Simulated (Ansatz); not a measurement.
Ansatz (a program for electronic structure) input:

Ansatz 0.2 input:
```yaml
crystal:
  lattice:
    - [0.0, 2.0188454934, 2.0188454934]
    - [2.0188454934, 0.0, 2.0188454934]
    - [2.0188454934, 2.0188454934, 0.0]
  atoms:
    - { symbol: Al, position: [0.5, 0.5, 0.5] }
    - { symbol: N, position: [0.0, 0.0, 0.0] }
kpoints:
  mp_grid: { grid: [10, 10, 10] }
hamiltonian:
  xc: r2scan
  pseudopotentials: { kind: paw }
scf:
  occupations: { method: fixed }
output:
  optics: { e_range: [0.0, 15.0], de: 0.05, sigma: 0.1, bands: { spectra_wanted_up_to: 12 eV } }
```

Output (shortened):

```
output.optics: the spectra are integrated over the Brillouin zone by k·p interpolation around the k-points, where levels, occupations, output.optics.sigma and …
Pseudopotential: Al, paw, valence charge 3
Pseudopotential: N, paw, valence charge 5
Functional definition: r2SCAN
Crystal: 2 atoms, lattice volume = 16.457 Å³
Basis set: ecut = 500 eV, 411 PW (Γ), exchange–correlation on 96×96×96 points (64 copies of the dense FFT grid, shifted against one another)
Bands: 8, of which v1, the nominal top of the filled ones, is band 4 counted from 1 (3 counted from 0)
Symmetry: 48 space group operations
Space group: Fm-3m (ITA 225), of the structure as read, at distance tolerance 2.5e-5 Å
k-points: 47 of 1000
SCF iter   1: F=—  HF=-928.014735 eV  |F-HF|=—  |Δ(HF+E_count)|=         —  Δρ=7.47e-3  dr2=9.27e-3  dr2_τ=1.68e-1  ethr=1.77e-3  ⟨swp⟩=4.2  Hψ=2274  notcnv=0  defer=71
preconditioner: auto → none
SCF iter   2: F=—  HF=-928.148062 eV  |F-HF|=—  |Δ(HF+E_count)|=   1.33e-1  Δρ=5.46e-3  dr2=3.00e-3  dr2_τ=9.68e-5  ethr=1.16e-4  ⟨swp⟩=2.9  Hψ=1093  notcnv=0  defer=85
SCF iter   3: F=—  HF=-928.148596 eV  |F-HF|=—  |Δ(HF+E_count)|=   5.35e-4  Δρ=1.13e-3  dr2=2.21e-4  dr2_τ=9.23e-6  ethr=3.75e-5  ⟨swp⟩=2.5  Hψ=671  notcnv=0  defer=88
SCF iter   4: F=—  HF=-928.148617 eV  |F-HF|=—  |Δ(HF+E_count)|=   2.11e-5  Δρ=3.53e-4  dr2=2.25e-5  dr2_τ=2.82e-6  ethr=2.76e-6  ⟨swp⟩=2.1  Hψ=664  notcnv=0  defer=89
SCF iter   5: F=—  HF=-928.148615 eV  |F-HF|=—  |Δ(HF+E_count)|=   2.56e-6  Δρ=7.91e-5  dr2=1.11e-6  dr2_τ=2.23e-8  ethr=2.81e-7  ⟨swp⟩=2.4  Hψ=546  notcnv=0  defer=25
SCF iter   6: F=—  HF=-928.148615 eV  |F-HF|=—  |Δ(HF+E_count)|=   6.30e-7  Δρ=1.64e-5  dr2=4.71e-8  dr2_τ=5.71e-10  ethr=1.39e-8  ⟨swp⟩=2.4  Hψ=545  notcnv=0  defer=13
SCF iter   7: F=—  HF=-928.148615 eV  |F-HF|=—  |Δ(HF+E_count)|=  6.25e-10  Δρ=1.21e-6  dr2=2.21e-10  dr2_τ=5.69e-12  ethr=5.88e-10  ⟨swp⟩=2.6  Hψ=559  notcnv=0  defer=13
SCF iter   8: F=-928.148615 eV  HF=-928.148615 eV  |F-HF|=1.14e-13  |Δ(HF+E_count)|=  4.41e-11  Δρ=9.53e-8  dr2=6.06e-13  dr2_τ=7.93e-14  ethr=1.00e-12  ⟨swp⟩=3.0  Hψ=1913  notcnv=0
SCF 1 converged in 8 iterations: F = -928.148615 eV  dr2 = 6.06e-13
NSCF: frozen V_eff on 47 k-points
Optics k sum: 0 of 47 k-points
Optics k sum: 3 of 47 k-points
Optics k sum: 5 of 47 k-points
Optics k sum: 8 of 47 k-points
Optics k sum: 10 of 47 k-points
Optics k sum: 12 of 47 k-points
Optics k sum: 15 of 47 k-points
Optics k sum: 17 of 47 k-points
Optics k sum: 19 of 47 k-points
Optics k sum: 22 of 47 k-points
Optics k sum: 24 of 47 k-points
Optics k sum: 26 of 47 k-points
Optics k sum: 29 of 47 k-points
Optics k sum: 31 of 47 k-points
Optics k sum: 33 of 47 k-points
Optics k sum: 36 of 47 k-points
Optics k sum: 38 of 47 k-points
Optics k sum: 40 of 47 k-points
Optics k sum: 43 of 47 k-points
Optics k sum: 45 of 47 k-points
Optics k sum: 47 of 47 k-points
Optics k sum: 0 of 47 k-points
Optics k sum: 3 of 47 k-points
Optics k sum: 5 of 47 k-points
Optics k sum: 8 of 47 k-points
Optics k sum: 10 of 47 k-points
Optics k sum: 12 of 47 k-points
Optics k sum: 15 of 47 k-points
Optics k sum: 17 of 47 k-points
Optics k sum: 19 of 47 k-points
Optics k sum: 22 of 47 k-points
Optics k sum: 24 of 47 k-points
Optics k sum: 26 of 47 k-points
Optics k sum: 29 of 47 k-points
Optics k sum: 31 of 47 k-points
Optics k sum: 33 of 47 k-points
Optics k sum: 36 of 47 k-points
Optics k sum: 38 of 47 k-points
Optics k sum: 40 of 47 k-points
Optics k sum: 43 of 47 k-points
Optics k sum: 45 of 47 k-points
Optics k sum: 47 of 47 k-points
NSCF: frozen V_eff on 1 k-points
NSCF: frozen V_eff on 1 k-points
output.optics: what the bands over the 11 summed would add to eps1, eps2 and the energy-loss function is held between a lower and an upper bound (6 Lanczos …
SCF converged after 8 iterations
Free energy (F): -928.148615 eV
Harris-Foulkes:  -928.148615 eV  (|F-HF|=1.14e-13)
Internal energy: -928.148615 eV  (E = F + TS)
E sigma→0 (E₀):  -928.148615 eV
Fermi energy:    11.096802 eV
--- Per-component energies (eV) ---
  E_band       = 35.445634
  E_kinetic    = 164.347795
  E_local      = -169.592566  (includes V_loc(G=0)·N_el)
  E_nonlocal   = 53.058224
  E_hartree    = 62.829652
  E_xc         = -100.279487
  E_vxc        = -121.241317  (∫ρ·V_xc dr)
  E_paw        = -602.160315  (= ΣΔE_a)
  E_vpaw       = -23.244769  (= ΣTr[D̂ρ^β])
  E_aug_tail   = 0.000018  (compensation charges beyond the density's cutoff)
  E_vtau       = 6.458939  (kinetic-family band-sum trace: ∫τ·v_τ [+ j·A + Jᵃ·Aᵃ] dr)
  E_ewald      = -336.262264
  E_core_change = -0.089673  (= ΣΔE_core)
  E_smearing   =  0.000000  (= −TS)
  E_closure    = 0.000000  (closes the sum)
  Σ components = -928.148615   (vs F -928.148615, Δ=0.00e0)
  [band-id]    e_kinetic+e_local+e_nonlocal+2·e_hartree+e_vxc+e_vpaw+e_augmentation_tail+e_vtau = 35.445628   (vs E_band 35.445634, Δ=-6.45e-6)
--- Band table (eV; the first three rows and the last of 47) ---
  k-point 0: bands = ["-7.3320", "11.0968", "11.0968", "11.0968", "17.6272", "24.0313", "24.0313", "24.0313"]
  k-point 1: bands = ["-7.1232", "10.0645", "10.9663", "10.9663", "18.2621", "23.2129", "24.3563", "24.3563"]
  k-point 2: bands = ["-6.5176", "7.8625", "10.6491", "10.6491", "18.9040", "22.8441", "24.6324", "24.6324"]
  k-point 46: bands = ["-2.9769", "4.6566", "5.9567", "7.2319", "19.6639", "21.2552", "24.1729", "25.0836"]
```

Cost: about 10 core-seconds (a rough figure) on shared cores.

This is a known high-pressure phase of the composition, computed here at zero pressure and temperature. Symmetry was held in the r²SCAN relaxation; phonons on a q-mesh show no instability.

Potentials: the later of the program's two PAW sets.

Ansatz is a plane-wave DFT program.
